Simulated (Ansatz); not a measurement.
Band table of Bi

```
Bi
1.0
     2.25027    1.29919    3.95400
    -2.25027    1.29919    3.95400
     0.00000   -2.59839    3.95400
Bi
2
Direct
  0.23389 0.23389 0.23389
  0.76611 0.76611 0.76611
```

Atoms are numbered in the order listed.

Structure: COD 9009658, as refined from experiment and not relaxed. The listed cell was then made from it by scaling, straining or moving an atom.

Spin–orbit coupling is left out, though it moves levels of the heavy atoms by tenths of an eV or more.

Level of theory: Ansatz 0.2.0, DFT, LDA, all-electron LAPW, scalar-relativistic.

Settings: a Γ-centred 11×11×11 k mesh, Fermi–Dirac smearing of 0.03 eV, basis error target 0.25 meV/atom, no spin polarisation.

Path points, in fractions of the reciprocal vectors: Γ (0.000, 0.000, 0.000), T (0.500, 0.500, 0.500), H2 (0.761, 0.239, 0.500), H0 (0.500, -0.239, 0.239), L (0.500, 0.000, 0.000), S0 (0.369, -0.369, 0.000), S2 (0.631, 0.000, 0.369), F (0.500, 0.000, 0.500). Levels in eV from the Fermi level; bands 33 to 43, counted from the lowest band of the run. The gap is zero.

```
# k(1/Å) point b33 b34 b35 b36 b37 b38 b39 b40 b41 b42 b43
0.000 Γ -13.23 -7.49 -1.57 -1.19 -1.19 2.52 2.98 2.98 5.68 5.90 5.90
0.159 - -13.15 -7.71 -1.47 -1.16 -1.16 2.31 2.73 2.73 5.17 6.03 6.03
0.318 - -12.93 -8.30 -1.25 -1.06 -1.06 1.83 2.15 2.15 5.05 6.44 6.44
0.477 - -12.59 -9.02 -1.06 -0.89 -0.89 1.33 1.50 1.50 5.51 7.14 7.14
0.636 - -12.21 -9.69 -0.94 -0.68 -0.68 0.96 0.97 0.97 6.36 8.10 8.10
0.795 T -12.00 -9.99 -0.89 -0.57 -0.57 0.73 0.73 0.82 6.99 9.12 9.12
0.940 - -11.94 -9.98 -1.97 -1.10 0.08 0.09 1.37 2.10 6.71 7.97 8.85
1.086 - -11.77 -9.95 -3.04 -2.15 -0.02 0.35 2.81 3.49 6.18 6.96 9.06
1.232 - -11.51 -9.95 -3.79 -3.10 -0.07 0.55 4.21 4.54 5.96 6.27 9.72
1.378 - -11.21 -10.06 -4.14 -3.79 -0.20 0.73 4.88 4.94 6.14 6.30 9.94
1.524 H2 -10.92 -10.28 -4.15 -4.04 -0.44 0.80 5.04 5.05 6.09 6.30 10.37
1.651 - -10.89 -10.33 -4.32 -3.63 -1.10 1.41 4.47 5.37 5.62 6.73 9.76
1.778 - -10.91 -10.32 -4.42 -2.94 -2.06 2.46 3.59 4.87 5.92 7.35 8.89
1.905 - -10.91 -10.32 -4.42 -2.94 -2.06 2.46 3.59 4.87 5.92 7.35 8.89
2.031 - -10.89 -10.33 -4.32 -3.63 -1.10 1.41 4.47 5.37 5.62 6.73 9.76
2.158 H0 -10.92 -10.28 -4.15 -4.04 -0.44 0.80 5.04 5.05 6.09 6.30 10.37
2.291 - -10.73 -10.56 -4.11 -3.60 -0.71 0.76 4.84 4.95 5.89 6.10 9.87
2.425 - -10.83 -10.62 -3.72 -2.89 -0.98 0.64 3.67 4.20 6.26 6.59 9.07
2.558 - -11.06 -10.59 -3.01 -1.98 -1.19 0.52 2.20 3.09 6.96 7.38 8.39
2.691 - -11.21 -10.59 -2.04 -1.33 -0.95 0.45 0.75 1.89 7.44 8.20 8.45
2.824 L -11.26 -10.60 -1.40 -1.19 -0.26 -0.24 0.50 1.05 7.45 8.47 9.24
2.994 - -11.77 -9.99 -1.43 -1.20 -0.60 0.14 0.79 1.21 6.54 7.79 8.47
3.164 - -12.38 -9.12 -1.46 -1.22 -0.91 0.74 1.40 1.64 5.59 6.59 7.31
3.334 - -12.85 -8.31 -1.45 -1.22 -1.14 1.55 2.05 2.22 5.10 5.81 6.45
3.503 - -13.13 -7.71 -1.51 -1.20 -1.20 2.36 2.54 2.75 5.26 5.58 6.00
3.673 Γ -13.23 -7.49 -1.57 -1.19 -1.19 2.52 2.98 2.98 5.68 5.90 5.90
3.879 - -13.08 -7.80 -1.62 -1.22 -1.10 2.10 2.26 3.01 5.05 5.66 6.23
4.085 - -12.66 -8.57 -2.24 -0.84 -0.83 0.82 1.30 3.41 4.78 6.09 7.62
4.292 - -12.00 -9.48 -3.09 -1.05 -0.93 0.72 0.84 4.12 5.21 6.77 8.45
4.498 - -11.17 -10.30 -3.88 -1.89 -1.75 1.63 1.83 5.02 6.13 7.04 7.65
4.704 S0 -10.92 -10.31 -4.43 -2.52 -2.51 2.96 3.11 4.82 5.95 7.51 8.69
4.816 - -10.83 -10.44 -4.31 -3.05 -1.72 1.91 3.77 5.15 5.67 7.02 8.91
4.927 - -10.74 -10.56 -4.13 -3.45 -0.92 0.94 4.47 5.13 5.69 6.36 9.51
5.039 - -10.74 -10.56 -4.13 -3.45 -0.92 0.94 4.47 5.13 5.69 6.36 9.51
5.150 - -10.83 -10.44 -4.31 -3.05 -1.72 1.91 3.77 5.15 5.67 7.02 8.91
5.262 S2 -10.92 -10.31 -4.43 -2.52 -2.51 2.96 3.11 4.82 5.95 7.51 8.69
5.335 - -11.07 -10.05 -4.56 -2.72 -2.67 3.26 3.48 4.54 6.24 8.03 9.09
5.408 - -11.20 -9.83 -4.65 -2.88 -2.78 3.01 4.01 4.74 6.48 8.56 9.48
5.481 - -11.29 -9.66 -4.71 -2.99 -2.85 2.69 4.48 5.09 6.67 9.08 9.82
5.554 - -11.34 -9.55 -4.74 -3.06 -2.90 2.46 4.83 5.38 6.78 9.51 9.66
5.627 F -11.36 -9.52 -4.75 -3.09 -2.91 2.38 4.97 5.49 6.82 9.50 9.70
```
